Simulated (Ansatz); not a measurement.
The relaxed structure here is a generated cell of ZrGe: the first start was made by placing the elements on the sites of a structure type, and the end was not matched to a known phase here, so it may be hypothetical.

The start is a generated cell, ZrGe built in the AFLOW prototype AB_hP4_186_b_b (B4, as in ZnS). A full variable-cell relaxation at zero pressure is run with r2SCAN (plane waves to 500 eV, PAW, scalar-relativistic; Ansatz, a program for electronic structure). First-step values are on the input's coarse k-mesh.

Ansatz input (later rounds restart from its end on a renewed k-mesh):
Ansatz 0.2 input:
```yaml
crystal:
  lattice:
    - [3.9587568, 0, 0]
    - [-1.9793784, 3.428384, 0]
    - [0, 0, 6.4835297]
  atoms:
    - { symbol: Zr, position: [0.66666667, 0.33333333, 0] }
    - { symbol: Zr, position: [0.33333333, 0.66666667, 0.5] }
    - { symbol: Ge, position: [0.66666667, 0.33333333, 0.6252] }
    - { symbol: Ge, position: [0.33333333, 0.66666667, 0.1252] }
basis: { ecutwfc: 500, ecutrho_ratio: 4, xc_grid: 4, fft_grid_basis: typed }
kpoints: { mp_grid: { grid: [7, 7, 4] } }
hamiltonian:
  xc: r2scan
  dispersion: none
  pseudopotentials: { kind: paw }
scf: { occupations: { method: fermi_dirac, width: 0.05 } }
relax: { f_tol: 0.01, max_steps: 100, cell: { stress_tol: 0.02 } }
output: { forces: true, stress: true }
```

| Item | Result |
|---|---|
| Initial pressure | +27 GPa (positive: the cell is compressed) |
| Largest initial force | about 0.2 eV/Å, on Zr1, Zr2, Ge3, Ge4 (atoms numbered as listed) |
| Outcome | The space group goes from P6₃mc (No. 186) to P6₃/mmc (No. 194), with 4 atoms in the primitive cell |
| Energy released | 0.97 eV/atom |
| Volume change | +14.9 %, from 22.00 to 25.28 Å³/atom |
| Shortest distances (start → end) | The closest pairs of elements (up to four, under 3.6 Å), start → end: Ge–Zr 2.43 → 2.68 Å |
| Band gap at the end | zero (metallic) |
| Optimiser moves | 14 |

It ends as:

Space group P6₃/mmc (No. 194); a = b = 4.6638 Å, c = 5.3685 Å, α = β = 90.00°, γ = 120.00°

```tsv
atom	site	symmetry	x	y	z
Zr	2d	-6m2	0.6667	0.3333	0.2500
Ge	2c	-6m2	0.3333	0.6667	0.2500
```

Final values are on a 12×12×9 k-mesh of the relaxed cell. No spin polarisation in the result.

The run could not lose the symmetry of its start: the end is stationary, and may be a saddle point rather than a minimum.
